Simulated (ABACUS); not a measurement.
Input and output of a self-consistent single point for GePt (Pnma, 8 atoms in the cell; from Materials Project mp-542640, changed as shown) (ABACUS).

Method: PBE, PseudoDojo 0.5 standard norm-conserving PBE (tails mended) pseudopotentials (plane waves; ABACUS).

The change in words: volume scaled by 1.06. Reference geometry (Pnma):
```xyz
8
Lattice="5.7560 0.0000 0.0000 0.0000 3.7300 0.0000 0.0000 0.0000 6.1116" Properties=species:S:1:pos:R:3 pbc="T T T"
Ge     4.6850     2.7975     3.5937
Ge     1.0710     0.9325     2.5179
Ge     3.9490     0.9325     0.5379
Ge     1.8070     2.7975     5.5737
Pt     0.0106     2.7975     1.1778
Pt     5.7454     0.9325     4.9338
Pt     2.8674     0.9325     4.2335
Pt     2.8887     2.7975     1.8780
```

Reference input (self-consistent single point, DFT, PBE, plane waves, PseudoDojo 0.5 standard norm-conserving PBE (tails mended) pseudopotentials): KPT = Gamma 3 4 3 0.5 0.5 0.5; basis_type = pw; dft_functional = PBE; ecutwfc = 84 Ry; smearing_method = gaussian; smearing_sigma = 0.00734986 Ry; potentials = PseudoDojo 0.5 standard norm-conserving PBE (tails mended); symmetry = 1; symmetry_prec = 1e-05; ks_solver = cg; scf_nmax = 100; scf_thr = 1.0e-09 Ry. This run's input differs from it in these lines:

```diff
@@ -24,8 +24,8 @@
 LATTICE_CONSTANT
-10.877282
+11.090619
 
 LATTICE_VECTORS
-   1.0000000433    0.0000000000    0.0000000000
-   0.0000000000    0.6480235721    0.0000000000
-   0.0000000000    0.0000000000    1.0617702652
+   1.0000000290    0.0000000000    0.0000000000
+   0.0000000000    0.6480235080    0.0000000000
+   0.0000000000    0.0000000000    1.0617701776
 
@@ -37,6 +37,6 @@
 4
-   0.8139300352    0.4860176791    0.6243315337
-   0.1860700081    0.1620058930    0.4374387316
-   0.6860700297    0.1620058930    0.0934464010
-   0.3139300136    0.4860176791    0.9683238642
+   0.8139300236    0.4860176310    0.6243314822
+   0.1860700054    0.1620058770    0.4374386955
+   0.6860700199    0.1620058770    0.0934463933
+   0.3139300091    0.4860176310    0.9683237843
 
@@ -45,6 +45,6 @@
 4
-   0.0018500001    0.4860176791    0.2046137478
-   0.9981500432    0.1620058930    0.8571565174
-   0.4981500216    0.1620058930    0.7354988804
-   0.5018500217    0.4860176791    0.3262713848
+   0.0018500001    0.4860176310    0.2046137309
+   0.9981500290    0.1620058770    0.8571564467
+   0.4981500145    0.1620058770    0.7354988198
+   0.5018500146    0.4860176310    0.3262713579
 # file: KPT
```

Log, with long lists cut:

```
 SELF-CONSISTENT
 -------------------------------------------
                                 init_chg = atomic

 PW ALGORITHM --------------- ION=   1  ELEC=   1--------------------------------
 Notice: Threshold on eigenvalues was too large.

 Density error is 0.468644000291
                          Error Threshold = 0.000197199421219
 E_KohnSham     -1759.3765301806     -23937.5457379250
 E_Fermi        1.2825791029         17.4503839351

 PW ALGORITHM --------------- ION=   1  ELEC=   2--------------------------------

 Density error is 0.714256200757
                          Error Threshold = 0.000366128125228
   [... lines left out ...]

 Density error is 1.87490234932e-08
                          Error Threshold = 7.45567926155e-11
 E_KohnSham     -1759.5865013425     -23940.4025421422
 E_Fermi        1.2428127085         16.9093343825

 PW ALGORITHM --------------- ION=   1  ELEC=  14--------------------------------

 Density error is 9.41774155142e-11
                          Error Threshold = 1.4647674604e-11
 E_KohnSham     -1759.5865013483     -23940.4025422211
 E_KS(sigma->0) -1759.5860380134     -23940.3962382263
 E_entropy(-TS) -0.0009266698        -0.0126079897
 E_Fermi        1.2428155108         16.9093725094
 charge density convergence is achieved
 final etot is -23940.402542 eV
 EFERMI = 16.909372509 eV

 STATE ENERGY(eV) AND OCCUPATIONS    NSPIN == 1
   [... 74 lines left out ...]

 TOTAL-FORCE (eV/Angstrom)
                       Ge1        -0.0011578788         0.0000000000        -0.0002867085
                       Ge2         0.0011578788         0.0000000000         0.0002867085
                       Ge3         0.0011578788         0.0000000000        -0.0002867085
                       Ge4        -0.0011578788         0.0000000000         0.0002867085
                       Pt1         0.0471442931         0.0000000000         0.0881410512
                       Pt2        -0.0471442931         0.0000000000        -0.0881410512
                       Pt3        -0.0471442931         0.0000000000         0.0881410512
   [... lines left out ...]

 TOTAL-STRESS (KBAR)
       -39.1179999350         0.0000000000         0.0000000000
         0.0000000000       -47.9894341417         0.0000000000
         0.0000000000         0.0000000000       -39.7404497107
 TOTAL-PRESSURE: -42.282628 KBAR

 --------------------------------------------
 !FINAL_ETOT_IS -23940.4025422211452678 eV
 --------------------------------------------
```

The run converged in 14 iterations. Against the reference run the free energy hardly moves (within 1 meV/atom), the pressure goes from 5.01 to -4.23 GPa and the largest force goes from 0.125 to 0.100 eV/Å.

The structure comes from a collection of computed structures, made at another level of theory; the collection holds predicted forms beside known ones. No clean gap shows at this smearing width and mesh (spacing up to 0.41 Å⁻¹); the mesh is coarse for partly filled bands, so the values carry mesh errors.

Cost on one core: around 10 core-minutes (rough).

“Tails mended”: in these copies of the files the far tail of each local potential was reset to the Coulomb form.
